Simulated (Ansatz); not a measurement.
The cell is SnSTe (Janus 1T monolayer); cell and atoms were relaxed with r2SCAN. In-plane lattice: a = 3.897 Å, b = 3.897 Å, γ = 120.0°; thickness between the outer nuclei 3.22 Å. Sn is surrounded by 3 S at 2.65 Å and 3 Te at 2.89 Å; S is surrounded by 3 Sn at 2.65 Å; Te is surrounded by 3 Sn at 2.89 Å.

```yaml
crystal:
  lattice:
    - [3.89703, 0.00000, 0.00000]
    - [-1.94851, 3.37492, 0.00000]
    - [0.00000, 0.00000, 30.14874]
  atoms:
    - { symbol: Sn, position: [0.00000, 0.00000, 0.30311] }
    - { symbol: S, position: [0.33333, 0.66667, 0.34963] }
    - { symbol: Te, position: [0.66667, 0.33333, 0.24281] }
```
Two periodic directions, a and b.

The questions ask for values computed with the PAW code Ansatz on this geometry. No magnetic order and no zero-point or thermal motion; the cell was built from a prototype and may be hypothetical.

Question: Is there a gap with PBE, and of what kind?

Answer: With PBE the bands overlap by 0.25 eV (counted from 1, band 18 peaks at Γ and band 19 bottoms out at M): no gap.

Question: How does the gap change from PBE to PBE+SOC (12×12×1)?

Answer: With PBE+SOC the bands overlap by 0.51 eV (counted from 1, band 36 peaks at Γ and band 37 bottoms out at M): no gap.

Question: What does r2SCAN give for the gap (12×12×1 mesh)?

Answer: r2SCAN gives no gap: the lowest nominally empty band dips 0.09 eV below the top of the last filled one (its bottom at M, the top at Γ), so the cell is a metal or semimetal at this level.

Question: What does HSE06 give for the gap (6×6×1 mesh)?

Answer: With HSE06 the valence top lies at Γ and the conduction bottom at M, 0.15 eV higher; the smallest vertical gap, at Γ, is 0.94 eV.

Only the levels marked +SOC include spin-orbit coupling.

The meshes of the hybrids are coarse, so their gaps aren't converged to the digits shown.
